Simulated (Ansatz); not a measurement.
## Eigenvalues along a path: Pd (sc type)

```
Pd
1.0
     1.91649    0.00000    0.00000
     0.00000    1.91649    0.00000
     0.00000    0.00000    1.91649
Pd
1
Direct
  0.00000 0.00000 0.00000
```

The cell comes from a relaxation on PAW files under the same functional, begun from a prototype that needn't be the stable phase.

Computed with Ansatz 0.2.0; functional LDA, scalar-relativistic. Settings: a Γ-centred 15×15×15 k mesh, Fermi–Dirac smearing of 0.1 eV, no spin polarisation. Methods: LAPW: all electrons, basis error target 1 meV/atom.

This run: volume at 0.43 of the series' base cell.

The structure type is held throughout; the real material can change phase at far lower pressure.

Path points, in fractions of the reciprocal vectors: Γ (0.000, 0.000, 0.000), X (0.000, 0.500, 0.000), M (0.500, 0.500, 0.000), R (0.500, 0.500, 0.500). The distance column jumps between branches of the path. Levels in eV from the Fermi level; bands 14 to 20, counted from the lowest band of the run. The gap is zero, the pressure 1162 GPa.

```
# k(1/Å) point b14 b15 b16 b17 b18 b19 b20
0.000 Γ -16.79 -16.79 -14.28 0.31 0.31 0.31 21.81
0.205 - -16.73 -16.43 -14.01 -0.07 -0.07 0.34 20.81
0.410 - -16.56 -15.59 -13.05 -1.09 -1.09 0.42 18.54
0.615 - -16.28 -14.69 -11.23 -2.43 -2.43 0.54 16.01
0.820 - -15.94 -13.82 -8.83 -3.83 -3.83 0.69 13.81
1.025 - -15.59 -12.95 -6.42 -5.08 -5.08 0.84 12.39
1.229 - -15.27 -12.12 -6.05 -6.05 -4.61 0.97 12.15
1.434 - -15.05 -11.48 -6.66 -6.66 -3.71 1.05 13.00
1.639 X -14.97 -11.23 -6.87 -6.87 -3.48 1.08 13.66
1.844 - -14.69 -10.92 -8.29 -6.82 -2.19 0.76 13.57
2.049 - -14.03 -10.63 -9.86 -6.67 -0.19 -0.12 13.27
2.254 - -13.32 -12.95 -7.94 -6.45 -1.31 1.68 12.73
2.459 - -15.04 -12.68 -6.17 -5.28 -2.58 3.34 11.93
2.664 - -16.77 -12.12 -5.89 -3.73 -2.20 4.84 10.89
2.869 - -18.07 -11.66 -5.64 -4.63 0.93 6.13 9.70
3.074 - -18.87 -11.36 -5.46 -5.20 3.68 7.08 8.40
3.278 M -19.14 -11.25 -5.40 -5.40 5.20 7.44 7.44
3.568 - -18.60 -11.47 -5.30 -5.23 2.79 6.35 9.14
3.858 - -17.04 -12.08 -4.99 -4.72 -0.91 3.65 11.15
4.148 - -14.69 -12.97 -4.82 -4.41 -3.92 0.22 13.11
4.438 - -14.01 -12.05 -8.56 -3.54 -3.06 -2.91 15.22
4.727 - -15.01 -11.86 -10.91 -4.27 -2.41 -1.79 17.50
5.017 - -15.88 -14.49 -12.31 -2.46 -1.16 -0.74 19.69
5.307 - -16.53 -16.20 -13.77 -0.46 -0.11 0.03 21.22
5.597 Γ -16.79 -16.79 -14.28 0.31 0.31 0.31 21.81
5.952 - -16.14 -16.14 -13.54 -0.54 -0.37 -0.37 21.58
6.307 - -14.27 -14.27 -11.78 -2.35 -2.35 -2.20 21.32
6.661 - -11.47 -11.47 -11.02 -5.17 -5.17 -1.92 20.92
7.016 - -12.44 -9.39 -9.39 -6.84 -6.84 1.97 18.85
7.371 - -14.18 -11.76 -11.76 -3.36 -3.36 7.47 14.51
7.726 - -15.34 -14.02 -14.02 0.71 0.71 8.43 15.05
8.081 - -15.86 -15.47 -15.47 4.20 4.20 5.21 20.66
8.436 R -15.97 -15.97 -15.97 3.96 5.73 5.73 23.50
8.726 - -15.99 -15.73 -15.44 4.23 4.80 5.15 22.38
9.016 - -15.94 -15.03 -13.92 0.86 3.46 7.12 19.86
9.305 - -15.59 -13.90 -11.57 -3.02 0.87 10.09 17.26
9.595 - -14.74 -12.40 -8.76 -6.78 -2.08 10.12 15.25
9.885 - -13.31 -10.65 -10.09 -7.23 -3.51 6.66 13.98
10.175 - -12.70 -11.28 -8.99 -8.87 -1.47 2.66 13.46
10.464 - -14.39 -10.63 -8.79 -7.44 -1.12 0.41 13.52
10.754 X -14.97 -11.23 -6.87 -6.87 -3.48 1.08 13.66
13.072 R -15.97 -15.97 -15.97 3.96 5.73 5.73 23.50
13.277 - -16.13 -15.71 -15.71 4.38 4.70 5.71 22.98
13.482 - -16.56 -14.93 -14.93 2.17 5.60 5.65 21.54
13.687 - -17.14 -13.67 -13.67 -0.98 5.56 7.49 19.36
13.892 - -17.76 -12.01 -12.01 -4.15 5.46 9.88 16.65
14.097 - -18.32 -10.04 -10.04 -7.01 5.36 12.60 13.67
14.302 - -18.77 -9.27 -7.96 -7.96 5.27 10.75 10.75
14.507 - -19.04 -10.74 -6.17 -6.17 5.21 8.41 8.41
14.712 M -19.14 -11.25 -5.40 -5.40 5.20 7.44 7.44
```
